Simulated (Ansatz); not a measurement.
Cs:
```xyz
1
Lattice="0.0000 3.6367 3.6367 3.6367 0.0000 3.6367 3.6367 3.6367 0.0000" Properties=species:S:1:pos:R:3 pbc="T T T"
Cs     0.0000     0.0000     0.0000
```

Relaxed with LDA. Special points in fractions of this cell's reciprocal vectors: Γ (0.000, 0.000, 0.000); X (0.500, 0.000, 0.500); U (0.625, 0.250, 0.625); K (0.375, 0.375, 0.750); L (0.500, 0.500, 0.500); W (0.500, 0.250, 0.750).

**Question.** List the band energies nearest the Fermi level at these points for plane-wave PAW LDA (Ansatz code).

**Answer.** In eV from the Fermi level; about four levels below and three above (degenerate sets whole), none deeper than 8.9 eV; points with the same levels are listed once.

```
k  below           above
-  -----  --------------
Γ  -1.86  2.51 2.51 2.51
X      –  0.15 0.92 1.80
U      –  0.59 0.94 1.55
L  -0.12  1.05 2.36 2.36
W      –  0.73 1.31 1.31
```

Space group Fm-3m (fcc (Cu type)). The first step of the workflow began from a Materials Project structure, measured or hypothetical; the Crystallography Open Database files this formula in space group No. 225, but the cells were not matched. It is not the phase usual at ambient conditions (space group No. 229). The LDA relaxation kept the symmetry of its start; its stability against distortions is not shown here. Scalar-relativistic: spin–orbit coupling is off unless named, which matters more the heavier the elements.

Potentials: the later of the program's two PAW sets.
